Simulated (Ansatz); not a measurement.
NbSn2:
```cif
data_Nb4Sn8
_chemical_formula_sum 'Nb4 Sn8'
_space_group_name_H-M_alt 'P 1'
_space_group_IT_number 1
_cell_length_a 10.71145
_cell_length_b 9.93551
_cell_length_c 5.65023
_cell_angle_alpha 81.856
_cell_angle_beta 66.665
_cell_angle_gamma 31.478
loop_
_space_group_symop_operation_xyz
  'x, y, z'
loop_
_atom_site_label
_atom_site_type_symbol
_atom_site_fract_x
_atom_site_fract_y
_atom_site_fract_z
_atom_site_occupancy
Nb1 Nb 0.12315 0.12315 0.37685 1
Nb2 Nb 0.37685 0.37685 0.12315 1
Nb3 Nb 0.12685 0.12685 0.87315 1
Nb4 Nb 0.87315 0.87315 0.12685 1
Sn1 Sn 0.08075 0.41925 0.08075 1
Sn2 Sn 0.41925 0.08075 0.41925 1
Sn3 Sn 0.16925 0.83075 0.16925 1
Sn4 Sn 0.83075 0.16925 0.83075 1
Sn5 Sn 0.83265 0.83265 0.66735 1
Sn6 Sn 0.66735 0.66735 0.83265 1
Sn7 Sn 0.41735 0.41735 0.58265 1
Sn8 Sn 0.58265 0.58265 0.41735 1
```

Relaxed with PBEsol.

Q: Which orbitals make up the states near the Fermi level in PBEsol in the plane-wave PAW code Ansatz?

A: Within 0.5 eV of the Fermi level: Nb 4d 54 %, Sn 5p 39 %. Projections are on Löwdin-orthogonalised atomic valence shells; empty p or d shells of many metals are not among them.

Q: Tabulate the density of states.

A: States/eV per cell of 12 atoms, in 0.25 eV bins, energy from the Fermi level.

```
E (eV)  total  Nb 4d  Sn 5p  Sn 5s
------  -----  -----  -----  -----
-7.85    3.54   0.34   0.91   2.03
-7.60    3.57   0.40   0.85   2.07
-7.35    4.39   0.56   0.93   2.61
-7.10    5.23   0.80   0.91   3.27
-6.85    6.36   1.07   0.86   4.14
-6.60    6.11   1.20   0.63   4.03
-6.35    4.29   0.87   0.50   2.76
-6.10    4.42   0.92   0.53   2.80
-5.85    2.80   0.68   0.25   1.80
-5.60    0.98   0.25   0.05   0.66
-5.35    0.14   0.03   0.00   0.11
-5.10    0.00   0.00   0.00   0.00
-4.85    0.00   0.00   0.00   0.00
-4.60    0.69   0.15   0.46   0.02
-4.35    4.26   0.96   2.55   0.25
-4.10    5.32   1.32   3.12   0.31
-3.85    4.84   1.30   2.79   0.29
-3.60    6.62   1.94   3.68   0.46
-3.35    7.29   2.30   3.94   0.54
-3.10    6.68   2.76   3.16   0.44
-2.85    7.46   2.80   3.79   0.48
-2.60    8.66   3.38   4.28   0.56
-2.35    6.96   2.91   3.29   0.43
-2.10    9.02   3.86   4.34   0.47
-1.85    9.60   4.68   4.21   0.39
-1.60   13.14   7.26   5.10   0.42
-1.35   12.17   6.88   4.59   0.36
-1.10   11.78   6.19   4.80   0.42
-0.85    9.17   4.99   3.51   0.36
-0.60    8.15   4.54   3.05   0.31
-0.35    6.50   3.57   2.51   0.23
-0.10    6.49   3.56   2.50   0.25
0.15     5.83   3.03   2.40   0.21
0.40     6.45   3.38   2.54   0.28
0.65     6.49   4.04   1.86   0.26
0.90     4.67   2.94   1.30   0.20
1.15     5.75   3.38   1.67   0.42
1.40     7.64   4.43   2.18   0.66
1.65     7.56   4.40   2.00   0.76
1.90    10.80   6.37   2.59   1.23
2.15    11.94   7.32   2.78   1.21
2.40    10.88   6.78   2.45   1.11
2.65     9.81   5.05   2.68   1.49
2.90     8.25   3.57   2.71   1.30
3.15     8.09   3.15   2.85   1.34
3.40     7.06   2.31   3.12   0.83
3.65     6.95   2.05   3.26   0.79
3.90     9.16   2.48   4.57   0.86
4.15     9.06   2.16   5.04   0.74
4.40     7.38   1.55   4.32   0.49
4.65     8.37   1.68   5.03   0.44
```

Space group Fddd. The workflow started from a Materials Project entry (that database holds measured and hypothetical structures alike); the Crystallography Open Database files this formula in space group No. 70, but the cells were not matched. Whether it is the stable phase at ambient conditions was not checked. The PBEsol relaxation kept the symmetry of its start; its stability against distortions is not shown here. No spin polarisation was allowed. Spin–orbit coupling is left out wherever it is not named.

Potentials: the later of the program's two PAW sets.
